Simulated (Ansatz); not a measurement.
**MnRu (P-6m2), stationary points along a deformation path**

These are results of Ansatz, DFT PBEsol, scalar-relativistic, plane waves, PAW, not measurements. Cutoff 420 eV, Γ-centred 24×24×14 k-points, Gaussian smearing of 0.15 eV. No spin polarisation. A magnetic state may lie lower. Energies are free energies at this smearing, counted from the undisturbed cell; pressure is positive in compression.

Zero of the scan (as given, not relaxed at this level; it stands at -4.3 GPa, and it needn't be the usual structure):

```yaml
crystal:
  lattice:
    - [2.62522, 0.00000, 0.00000]
    - [-1.31261, 2.27351, 0.00000]
    - [0.00000, 0.00000, 4.06551]
  atoms:
    - { symbol: Mn, position: [0.66667, 0.33333, 0.50000] }
    - { symbol: Ru, position: [0.33333, 0.66667, 0.00000] }
```

At fixed volume and fractional coordinates, lengths along (0.000, 0.000, 1.000) are scaled against those across it; ρ is that ratio over its starting value. V = 12.132 Å³/atom. Δσ is the stress along the axis less the mean stress across it (compression positive).

| ρ | ΔE (meV/atom) | Δσ (GPa) | space group |
| --- | --- | --- | --- |
| 0.850 | 249.1 | 50.59 | P-6m2 |
| 0.920 | 74.8 | 33.43 | P-6m2 |
| 1.000 | 0.0 | 0.95 | P-6m2 |
| 1.100 | 96.2 | -41.02 | P-6m2 |
| 1.200 | 354.6 | -74.78 | P-6m2 |

Task: How does the stress give the slope of the energy, and where is the energy stationary?

Result: Along the path d ln(length) is 2/3 d ln ρ on the axis and −1/3 d ln ρ across it, so dE/d ln ρ = −(2/3) V Δσ: the energy falls with ρ where Δσ is positive. Δσ vanishes or changes sign between ρ = 1.000 and 1.100, a minimum (near 1.00 by linear interpolation). Pairs of stationary points between two samples would go unseen, and could change a minimum read from distant neighbours into a maximum.

Task: Integrate that slope from ρ = 1 to 1.200 by the trapezoid rule.

Result: With V/N in Å³ and 1 eV/Å³ = 160.2 GPa the slopes at ρ = 1.000, 1.100, 1.200 are -48, 2071, 3775 meV/atom per unit of ln ρ. The steps add 96.4 + 254.3 = 350.7 meV/atom, against 354.6 from the energies; the trapezoid rule misses the curvature of the slope within each step.

In a metal these slopes depend on the k mesh and the smearing.